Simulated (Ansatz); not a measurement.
# KC3O3: ¹⁷O NMR of the central transition

Cell: a refined structure from the COD whose atoms were relaxed with PBE, the cell held.

Space group Fddd:1 (No. 70); a = 8.4260, b = 12.0110, c = 15.6710 Å.

| site | Wyckoff | site symmetry | x | y | z |
| --- | --- | --- | --- | --- | --- |
| K | 16f | .2. | 0.5000 | 0.1491 | 0.5000 |
| C5 | 16g | ..2 | 0.7500 | 0.7500 | 0.8446 |
| C9 | 32h | 1 | 0.5982 | 0.7445 | 0.7971 |
| O17 | 16g | ..2 | 0.7500 | 0.7500 | 0.9242 |
| O21 | 32h | 1 | 0.4697 | 0.2350 | 0.3362 |

One atom of each set is listed; the run and its k-mesh use a cell of 28 atoms with edges of 9.87, 8.90, 7.34 Å.

Level of theory: DFT, PBE, plane waves and PAW, scalar-relativistic, 420 eV cutoff, Γ-centred 5×5×5 k-points, Fermi–Dirac smearing 0.05 eV (Ansatz 0.2.0).

¹⁷O has I = 5/2 and Q = -25.58 mb (Pyykkö 2018); at 11.7 T its Larmor frequency is ν₀ = 67.6 MHz. Only the quadrupole interaction is simulated: positions count from each site's isotropic chemical shift, and shift anisotropy, dipolar and J coupling are left out.

Task: Simulate the second-order pattern (static powder, Gaussian broadening 1 kHz) of site O17 (1 C at 1.25 Å; also 2 K at 2.70 Å).

Result: The calculation gives C_Q = 10.1 MHz and η = 0.01, so ν_Q = 1.52 MHz and the centre of gravity lies at -135 ppm (-9.10 kHz).

offset (kHz), height and a bar:
```
   -33.55          0 
   -31.82          4 #
   -30.09        100 ##############################
   -28.36         67 ####################
   -26.63         47 ##############
   -24.90         39 ############
   -23.17         35 ##########
   -21.43         32 ##########
   -19.70         30 #########
   -17.97         28 ########
   -16.24         27 ########
   -14.51         26 ########
   -12.78         25 #######
   -11.05         24 #######
    -9.32         24 #######
    -7.58         24 #######
    -5.85         23 #######
    -4.12         23 #######
    -2.39         24 #######
    -0.66         23 #######
     1.07         18 #####
     2.80         19 ######
     4.54         20 ######
     6.27         21 ######
     8.00         22 #######
     9.73         24 #######
    11.46         28 ########
    13.19         33 ##########
    14.92         45 #############
    16.65         75 #######################
    18.39          4 #
    20.12          0
```
